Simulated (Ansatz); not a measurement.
**BiRh: frozen-core PAW against all-electron methods**

```yaml
crystal:
  lattice:
    - [4.10760, 0.00000, 0.00000]
    - [-2.05380, 3.55729, 0.00000]
    - [0.00000, 0.00000, 5.68181]
  atoms:
    - { symbol: Bi, position: [0.33333, 0.66667, 0.25000] }
    - { symbol: Bi, position: [0.66667, 0.33333, 0.75000] }
    - { symbol: Rh, position: [0.00000, 0.00000, 0.00000] }
    - { symbol: Rh, position: [0.00000, 0.00000, 0.50000] }
```

Atoms are numbered in the order listed.

The cell comes from COD entry 9008914, which wasn't checked; take it as a given geometry. The listed cell was then made from it by scaling, straining or moving an atom.

No spin–orbit coupling, which matters for the heavy atoms here.

All numbers are computed: DFT, LDA, PAW with Ansatz's default frozen-core files, scalar-relativistic (Ansatz 0.2.0); DFT, LDA, all-electron PAW with datasets made for the crystal, scalar-relativistic (Ansatz 0.2.0); DFT, LDA, all-electron LAPW, scalar-relativistic (Ansatz 0.2.0).

For PAW: a Γ-centred 12×12×7 k mesh, Fermi–Dirac smearing of 0.03 eV, cutoff 420 eV, no spin polarisation; the PAW files were made with PBE, and the program remakes their frozen cores for this functional. The crystal-made all-electron datasets (AE datasets) take a cutoff of 280 eV at this cell. LAPW targets a basis error of 1 meV/atom. The Ansatz runs share mesh, smearing and spin set-up. Plane-wave (PAW) pressures include the program's estimate of the Pulay term.

Stress and pressure are positive in compression.

The change that made this cell: volume scaled by 1.01.

Spin–orbit coupling is left out, which moves gradients at and beside heavy atoms by some per cent and at worst by a factor of two.

In a metal, gradients converge slowly with the k mesh: the values move by tens of per cent from one mesh to another, at times in sign, so only the comparison on one mesh counts.

```
                                               quantity    PAW  AE datasets   LAPW
                                         pressure (GPa)  -3.97        -3.95  -3.94
                                        stress xx (GPa)  -3.52        -3.50  -3.50
                                        stress zz (GPa)  -4.86        -4.84  -4.84
largest principal field gradient Vzz at Bi1 (10²¹ V/m²)  18.10        18.00      –
largest principal field gradient Vzz at Rh3 (10²¹ V/m²)  -2.44        -2.55      –
```

PAW's pressure differs from the LAPW value by -0.03 GPa.
